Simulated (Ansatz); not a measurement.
All numbers below come from DFT PBE, scalar-relativistic, plane waves, PAW in Ansatz. Settings: cutoff 420 eV, Γ-centred meshes spaced at most about 0.3 Å⁻¹, and about 0.25 Å⁻¹ or finer for metals (2π included), Gaussian smearing. Collinear spin in cells that started with moments and kept them past the coarse steps, no spin elsewhere.

The zero of energy is the elements' standard structures at the same level; no fitted shifts are applied.

A relaxed structure of La3Zr has 32.41 Å³/atom, +0.25 eV/atom against the elements, no gap on its mesh, a net moment of 0.19 μB/atom:

```cif
data_structure
_symmetry_space_group_name_H-M 'Fm-3m'
_symmetry_Int_Tables_number 225
_cell_length_a 8.0342
_cell_length_b 8.0342
_cell_length_c 8.0342
_cell_angle_alpha 90.000
_cell_angle_beta 90.000
_cell_angle_gamma 90.000
_cell_volume 518.60
loop_
_atom_site_label
_atom_site_type_symbol
_atom_site_symmetry_multiplicity
_atom_site_Wyckoff_symbol
_atom_site_fract_x
_atom_site_fract_y
_atom_site_fract_z
_atom_site_occupancy
La1 La 8 c 0.25000 0.75000 0.75000 1
La2 La 4 b 0.50000 0.00000 0.00000 1
Zr1 Zr 4 a 0.00000 0.00000 0.00000 1
```

**Question.** Hf takes the place of Zr on the same sites, and the cell is relaxed. What changes?

**Answer.** La3Hf has a = 8.010 Å: 32.12 Å³/atom, +0.30 eV/atom against the elements, no gap on its mesh. The volume per atom changes by -0.9 % and the formation energy by +0.05 eV/atom (from unrounded values). Covalent radii: Zr 1.75 Å, Hf 1.75 Å; electronegativities 1.33 and 1.30. La on a site of symmetry -43m is surrounded by 4 Hf at 3.47 Å, 4 La at 3.47 Å and 6 La at 4.01 Å; La on a site of symmetry m-3m has 8 La at 3.47 Å and 6 Hf at 4.01 Å; Hf has 8 La at 3.47 Å and 6 La at 4.01 Å.

```
La Hf
1.0
     0.00000    4.00517    4.00517
     4.00517    0.00000    4.00517
     4.00517    4.00517    0.00000
La Hf
3 1
Direct
  0.25000 0.25000 0.25000
  0.00000 0.00000 0.00000
  0.75000 0.75000 0.75000
  0.50000 0.50000 0.50000
```

The two cells were relaxed from separate starts that ended on the same group and sites; neither need be the stable form of its compound. These runs have no spin–orbit coupling, which can matter for Hf. A magnetic state wasn't ruled out in cells without spin, among them La3Hf Fm-3m. Another magnetic order may lie lower. Cells relaxed within their symmetry can be saddle points.
